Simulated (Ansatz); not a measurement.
## Relaxing a structure of Sr

The start is a generated cell, Sr built in the beta-W structure type. The cell and all atomic positions are relaxed at zero pressure with r2SCAN (plane waves to 500 eV, PAW, scalar-relativistic; Ansatz, a first-principles code). The first steps use a coarse 5×5×5 k-mesh.

Input geometry:
```yaml
crystal:
  lattice:
    - [7.71105, 0.00000, 0.00000]
    - [0.00000, 7.71105, 0.00000]
    - [0.00000, 0.00000, 7.71105]
  atoms:
    - { symbol: Sr, position: [0.25000, 0.00000, 0.50000] }
    - { symbol: Sr, position: [0.75000, 0.00000, 0.50000] }
    - { symbol: Sr, position: [0.00000, 0.50000, 0.25000] }
    - { symbol: Sr, position: [0.00000, 0.50000, 0.75000] }
    - { symbol: Sr, position: [0.50000, 0.25000, 0.00000] }
    - { symbol: Sr, position: [0.50000, 0.75000, 0.00000] }
    - { symbol: Sr, position: [0.00000, 0.00000, 0.00000] }
    - { symbol: Sr, position: [0.50000, 0.50000, 0.50000] }
```

Task: How does the volume change?

Result: -1.0 %, from 57.31 to 56.76 Å³/atom.

Task: Is the relaxed structure metallic? Give its gap.

Result: Zero (metallic).

Task: Give the final cell and atomic positions.

Result: 
Space group Pm-3n (No. 223); a = 7.686 Å, b = 7.686 Å, c = 7.686 Å, α = 90.00°, β = 90.00°, γ = 90.00°

```
atom  site  symmetry       x       y       z
----  ----  --------  ------  ------  ------
Sr      6c     -4m.2  0.0000  0.5000  0.2500
Sr      2a      m-3.  0.0000  0.0000  0.0000
```

The space group stays Pm-3n (No. 223) (the run could not lower it), with 8 atoms in the primitive cell. Final values are on a 6×6×6 k-mesh of the relaxed cell. No spin polarisation in the result.

The run could not lose the symmetry of its start, so the end can be a saddle point.

All atoms sit on sites fixed by symmetry, so only the cell could relax.

The relaxed structure here is a generated cell of Sr: the first start was made by placing the elements on the sites of a structure type, and the end was not matched to a known phase here, so it may be hypothetical. Known forms of Sr include space group No. 225.
